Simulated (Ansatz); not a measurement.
C:
```cif
data_C16
_chemical_formula_sum 'C16'
_space_group_name_H-M_alt 'Im-3m'
_space_group_IT_number 229
_space_group_name_Hall '-I 4 2 3'
_cell_length_a 4.85840
_cell_length_b 4.85840
_cell_length_c 4.85840
_cell_angle_alpha 90.000
_cell_angle_beta 90.000
_cell_angle_gamma 90.000
loop_
_atom_site_label
_atom_site_type_symbol
_atom_site_symmetry_multiplicity
_atom_site_Wyckoff_symbol
_atom_site_fract_x
_atom_site_fract_y
_atom_site_fract_z
_atom_site_occupancy
C1 C 16 f 0.16273 0.16273 0.16273 1
```
(The calculation used a cell of 8 atoms; values per cell refer to that cell.)

This is the r²SCAN-relaxed structure.

All from r²SCAN in the plane-wave PAW code Ansatz, unless another level is named. Estimate the band gap.

3.07 eV (indirect).

Predict the electron effective mass.

0.46, 0.46, 0.73 mₑ (principal values).

Predict the valence-band maximum.

at H.

The start of the workflow was typed in or built on a structure type; neither database checked (COD, Materials Project) lists it. It is not the phase usual at ambient conditions (space group No. 194, 227). The r²SCAN relaxation kept the symmetry of its start; whether a distortion lowers the energy is not shown.

Potentials: the later of the program's two PAW sets.
